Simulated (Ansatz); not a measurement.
Tl2Pt in space group I4/mcm (No. 140; Tl on 8h, Pt on 4a), the program Ansatz at the PBE level (PAW), all energies at zero smearing, with the estimated change up to a 700 eV cutoff added, with one set of potentials and settings (totals compare only within such a set). Cell of 6 atoms (4 Tl, 2 Pt): -70822.973 eV.

| element | reference phase | E (eV/atom) |
|---|---|---|
| Tl | P6_3/mmc, 2 atoms in the cell | -11444.1498 |
| Pt | Fm-3m, 1 atoms in the cell | -12523.0127 |

Formation energy per atom, worked out: (-70822.973 − 4×(-11444.1498) − 2×(-12523.0127))/6 = -0.058 eV/atom (-6 kJ per mol of atoms), at 0 K, without zero-point energy or fitted corrections.

The first step of the workflow began from a Materials Project structure, measured or hypothetical; the Crystallography Open Database files this formula in space group No. 140, but the cells were not matched. Its standing as an ambient phase is unchecked. The PBE relaxation kept the symmetry of its start; whether a distortion lowers the energy is not shown. The run is not spin-polarised. The references are the lowest solids computed at this level, not always the standard phases. Scalar-relativistic: spin–orbit coupling is off unless named, which matters more the heavier the elements.

Potentials: the later of the program's two PAW sets.
